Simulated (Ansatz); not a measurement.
Given:

NbP:
```xyz
2
Lattice="3.1095 0.0000 0.0000 0.0000 3.1095 0.0000 0.0000 0.0000 3.1095" Properties=species:S:1:pos:R:3 pbc="T T T"
Nb     0.0000     0.0000     0.0000
P      1.5547     1.5547     1.5547
```

This is the PBE-relaxed structure.

**Question.** All from the program Ansatz at the PBE level (PAW), unless another level is named. Estimate the electronic character.

**Answer.** metallic (no gap).

**Question.** Next, the formation energy from the elements (no fitted shifts)?

**Answer.** -0.68 eV/atom.

**Question.** What about the density of states at the Fermi level?

**Answer.** 0.54 states/eV per atom (mean over ±0.08 eV).

**Question.** Give the gap with spin–orbit coupling.

**Answer.** none (metallic).

Space group Pm-3m (CsCl type). A made-up cell: these elements were put on the sites of a structure type; neither database checked (COD, Materials Project) lists it. COD files the formula under space group No. 141, so this cell is another polymorph or a model. Whether it is the stable phase at ambient conditions was not checked. The cell was relaxed with PBE under the symmetry of its start; its stability against distortions is not shown here. The run is not spin-polarised. The references are the lowest solids computed at this level, not always the standard phases. Scalar-relativistic: spin–orbit coupling is off unless named, which matters more the heavier the elements.

Potentials: the earlier of the program's two PAW sets.
